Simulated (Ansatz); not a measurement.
Molecular dynamics on a 2×2×2 supercell (16 atoms) of LuBi (rocksalt), relaxed with r2SCAN. Forces come from PBE in the plane-wave code Ansatz: a Nosé-Hoover thermostat at fixed volume, 200 K, steps of 1.5 fs. Computed, non-magnetic; the trajectory is short and the cell small, so nothing here is a converged average.

```yaml
crystal:
  lattice:
    - [0.0, 6.203783417, 6.203783417]
    - [6.203783417, 0.0, 6.203783417]
    - [6.203783417, 6.203783417, 0.0]
  atoms:
    - { symbol: Lu, position: [0.0, 0.0, 0.0] }
    - { symbol: Bi, position: [0.25, 0.25, 0.25] }
    - { symbol: Lu, position: [0.0, 0.0, 0.5] }
    - { symbol: Bi, position: [0.25, 0.25, 0.75] }
    - { symbol: Lu, position: [0.0, 0.5, 0.0] }
    - { symbol: Bi, position: [0.25, 0.75, 0.25] }
    - { symbol: Lu, position: [0.0, 0.5, 0.5] }
    - { symbol: Bi, position: [0.25, 0.75, 0.75] }
    - { symbol: Lu, position: [0.5, 0.0, 0.0] }
    - { symbol: Bi, position: [0.75, 0.25, 0.25] }
    - { symbol: Lu, position: [0.5, 0.0, 0.5] }
    - { symbol: Bi, position: [0.75, 0.25, 0.75] }
    - { symbol: Lu, position: [0.5, 0.5, 0.0] }
    - { symbol: Bi, position: [0.75, 0.75, 0.25] }
    - { symbol: Lu, position: [0.5, 0.5, 0.5] }
    - { symbol: Bi, position: [0.75, 0.75, 0.75] }
kpoints:
  mp_grid: { grid: [2, 2, 2] }
hamiltonian:
  xc: pbe
scf:
  occupations: { method: fermi_dirac, width: 0.02 }
md:
  ensemble: nvt_nose_hoover
  temperature: 200
  timestep: 1.5
  n_steps: 40
  initial_velocities: maxwell_boltzmann
  seed: 6893
```

Command: `ansatz run input.yaml --threads 4 --pin off --max-ram 3686MiB --backend cpu --events-out ev --progress --plain --runs-dir out`. It ended after 7.6 min on 4 threads of Arm Neoverse N1, on a shared host, load about 0.8 per core; peak host memory 2.5 GiB.

```csv
step,t (fs),T (K),free energy F from step 0 (meV/atom),kinetic energy (meV/atom),largest force (eV/Å)
0,0,200,0.0,24.2,0.00
1,1.5,200,0.0,24.2,0.02
2,3,199,0.1,24.2,0.05
3,4.5,199,0.1,24.1,0.07
4,6,198,0.2,24.0,0.10
5,7.5,197,0.4,23.8,0.12
6,9,195,0.6,23.7,0.15
7,10.5,194,0.8,23.5,0.17
8,12,192,1.0,23.3,0.19
9,13.5,190,1.2,23.0,0.21
10,15,188,1.5,22.7,0.24
11,16.5,185,1.8,22.4,0.26
12,18,182,2.1,22.1,0.28
13,19.5,180,2.5,21.8,0.30
14,21,176,2.9,21.4,0.32
15,22.5,173,3.3,21.0,0.34
16,24,170,3.7,20.6,0.36
17,25.5,166,4.1,20.2,0.38
18,27,163,4.6,19.7,0.40
19,28.5,159,5.0,19.3,0.41
20,30,155,5.5,18.8,0.43
21,31.5,151,6.0,18.3,0.45
22,33,147,6.5,17.9,0.46
23,34.5,143,7.0,17.4,0.48
24,36,139,7.5,16.9,0.50
25,37.5,135,8.0,16.4,0.51
26,39,131,8.6,15.9,0.53
27,40.5,127,9.1,15.4,0.54
```

The temperature goes from 200 K to 127 K in 40.5 fs. The thermostat hasn't had time to restore it. The atoms start on their lattice sites with kinetic energy alone, so much of it first passes into potential energy. By the last step the atoms have moved 0.06 Å in the root mean square, the drift of the whole cell taken out, 0.09 Å at most. The job's limit cut the run after 27 of 40 steps.

Positions (Å) and forces (eV/Å) at step 27:
```
Lu  -0.041  -0.005   0.041     0.082   0.132  -0.389
Bi   3.181   3.089   3.124    -0.441   0.004  -0.024
Lu   3.127   3.063   0.038    -0.392   0.298  -0.187
Bi   6.248   6.196   3.060    -0.132   0.112   0.274
Lu   3.108  -0.002   3.035     0.127  -0.055   0.523
Bi   6.168   3.117   6.191     0.143  -0.091   0.098
Lu   6.214   3.095   3.093     0.243  -0.039   0.118
Bi   9.310   6.270   6.247    -0.229  -0.388  -0.300
Lu   0.029   3.132   3.127     0.009  -0.031  -0.260
Bi   3.098   6.172   6.227    -0.198   0.223  -0.304
Lu   3.149   6.165   3.111    -0.183   0.202  -0.012
Bi   6.157   9.286   6.187     0.141   0.114   0.059
Lu   3.015   3.130   6.217     0.284  -0.176   0.022
Bi   6.208   6.214   9.285     0.124  -0.057   0.103
Lu   6.148   6.207   6.155     0.389  -0.137   0.128
Bi   9.316   9.312   9.308     0.034  -0.112   0.150
```
